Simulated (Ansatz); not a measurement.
Te:
```yaml
crystal:
  lattice:
    - [3.18896, 0.00000, 0.00000]
    - [0.00000, 3.18896, 0.00000]
    - [0.00000, 0.00000, 3.18896]
  atoms:
    - { symbol: Te, position: [0.00000, 0.00000, 0.00000] }
```

Relaxed with r²SCAN. Special points in fractions of this cell's reciprocal vectors: Γ (0.000, 0.000, 0.000); X (0.000, 0.500, 0.000); M (0.500, 0.500, 0.000); R (0.500, 0.500, 0.500).

**Question.** List the band energies nearest the Fermi level at these points for r²SCAN in the plane-wave PAW code Ansatz.

**Answer.** In eV from the Fermi level; about four levels below and three above (degenerate sets whole), none deeper than 8.9 eV; … stands for higher levels left out; points with the same levels are listed once.

```json
[
 {"k": "Γ", "below": "–", "above": "1.18 1.18 1.18"},
 {"k": "X", "below": "-6.40", "above": "2.65 2.65 8.28"},
 {"k": "M", "below": "-4.79 -4.79", "above": "2.34 4.07 11.78"},
 {"k": "R", "below": "-8.48 -3.31 -3.31 -3.31", "above": "…"}
]
```

Space group Pm-3m (simple cubic). The start of the workflow was typed in or built on a structure type; neither database checked (COD, Materials Project) lists it. It is not the phase usual at ambient conditions (space group No. 152). Symmetry was held in the r²SCAN relaxation; whether a distortion lowers the energy is not shown. Scalar-relativistic: spin–orbit coupling is off unless named, which matters more the heavier the elements.

Potentials: the earlier of the program's two PAW sets.
